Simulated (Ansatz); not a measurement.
KF:
```
KF
1.0
    0.00000     2.65875     2.65875
    2.65875     0.00000     2.65875
    2.65875     2.65875     0.00000
K F
1 1
Direct
  0.00000   0.00000   0.00000
  0.50000   0.50000   0.50000
```

Relaxed with plane-wave PAW r²SCAN (Ansatz code). Indices refer to the conventional cell of Fm-3m, a = 5.3175 Å, b = 5.3175 Å, c = 5.3175 Å, α = 90.00°, β = 90.00°, γ = 90.00°.

Question: Simulate the powder diffraction pattern (Fe Kα, λ = 1.93735 Å; lines above 1 %) up to 2θ = 90°.

Answer: Simulated powder pattern, Fe Kα, λ = 1.93735 Å (kinematic, ideal powder, no thermal factors, no anomalous dispersion; the 30 strongest lines at most, above 1 %, up to 2θ = 90°):

```tsv
2θ (°)	d (Å)	I/Imax (%)	hkl
36.78	3.070	24	(111)
42.73	2.659	100	(200)
62.03	1.880	59	(220)
74.34	1.603	9.1	(311)
78.25	1.535	19	(222)
```

The r²SCAN relaxation kept the symmetry of its start; phonons on a q-mesh show no instability.

Potentials: the later of the program's two PAW sets.
